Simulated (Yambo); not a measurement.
BSE-type run in Yambo on PbI2 (CdI2 type, space group P-3m1, No. 164), at zero momentum.

Quantum ESPRESSO step (PBE, PseudoDojo standard norm-conserving files, scalar-relativistic):
```
&CONTROL
  calculation = 'nscf'
  pseudo_dir = './pseudo'
  outdir = './out'
/
&SYSTEM
  ibrav = 0
  nat = 3
  ntyp = 2
  ecutwfc = 70.0
  ecutrho = 280.0
  occupations = 'fixed'
  force_symmorphic = .true.
  nbnd = 67
/
&ELECTRONS
  conv_thr = 3.0000000000000004e-09
  diago_full_acc = .true.
  diago_thr_init = 1e-08
/
ATOMIC_SPECIES
I 126.9045 I.upf
Pb 207.2000 Pb.upf
CELL_PARAMETERS angstrom
  4.537199197284   0.000000000000   0.000000000000
 -2.268599598642   3.929329766878   0.000000000000
  0.000000000000   0.000000000000   7.065945721000
ATOMIC_POSITIONS crystal
I   0.666666667000   0.333333333000   0.736466426500
I   0.333333333667   0.666666666333   0.263533573500
Pb   0.000000000333   0.000000000000   0.000000000000
K_POINTS automatic
9 9 4 0 0 0
```

Yambo input:
```
rim_cut
optics
bse
bss
dipoles
RandQpts= 1000000
RandGvec= 1 Ry
FFTGvecs= 40 Ry
BSKmod= "HARTREE"
BSEmod= "resonant"
BSSmod= "hs"
BSENGexx= 15 Ry
% KfnQP_E
 0.922 | 1.0 | 1.0 |
%
% BSEQptR
 1 | 1 |
%
% BSEBands
 9 | 18 |
%
% BEnRange
 0.0 | 8.7 | eV
%
% BDmRange
 0.15 | 0.15 | eV
%
BEnSteps= 174
% BLongDir
 1.0 | 0.0 | 0.0 |
%
BSHayTrs= -0.02
BSSNEig= 24
WRbsWF
```

From the report:

The dimension is k points × valence × conduction bands = 324 × 6 × 4 = 7776.
```
  [SLEPC] Approach                          : Krylov-Schur
  [SLEPC] Number of requested eigenvalues   :  24
  [SLEPC] Number of eigenvalues        [NEV]:  24
   [K] Dimension                                    :   7776
   [K] Bands                                        :   9  18
   [K] Exchange res                                 : yes
   [K] Correlation res                              : no
   [K] W interaction is bare                        : no
   [K] RL vectors exchange                          :   857
```

Bands and orbitals come from the standard potentials; the scissor and the G0W0 gaps come from a run at the same geometry on the stringent ones, which hold whole semicore shells in the valence.

Spin-orbit coupling is not included.

Geometry relaxed with PBEsol.
